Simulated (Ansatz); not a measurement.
Input and command of a plane-wave DFT calculation in Ansatz:

```yaml
crystal:
  lattice:
    - [-2.5768280124, 2.5768280124, 5.7560314043]
    - [2.5768280124, -2.5768280124, 5.7560314043]
    - [2.5768280124, 2.5768280124, -5.7560314043]
  atoms:
    - { symbol: Cs, position: [0.5, 0.5, 0.0] }
    - { symbol: Cs, position: [0.25, 0.75, 0.5] }
    - { symbol: Cs, position: [0.75, 0.25, 0.5] }
    - { symbol: Nb, position: [0.0, 0.0, 0.0] }
basis:
  ecutwfc: 420
kpoints:
  mp_grid: { grid: [6, 6, 6] }
hamiltonian:
  xc: pbe
scf:
  occupations: { method: gaussian, width: 0.1 }
  lower_state_search: "off"
output:
  forces: true
  stress: true
  eigenvalues: true
```

```bash
ansatz run input.yaml --threads 1 --pin off --max-ram 2560MiB --backend cpu --events-out ev --progress --plain --runs-dir out
```

Processor: Intel(R) Xeon(R) Platinum 8259CL CPU @ 2.50GHz (Skylake/Cascade Lake), 1 thread, on a host shared with other jobs.

Task: Estimate time, memory and problem size.

Result: About 7.4 s on 1 thread of Intel(R) Xeon(R) Platinum 8259CL CPU @ 2.50GHz (Skylake/Cascade Lake), with other jobs on the host, peak memory 0.53 GiB. It solves 24 bands at 30 k points (the mesh reduced by the symmetry that the task leaves, which can be less than the crystal's) with about 2987 plane waves, in 9 SCF iterations.
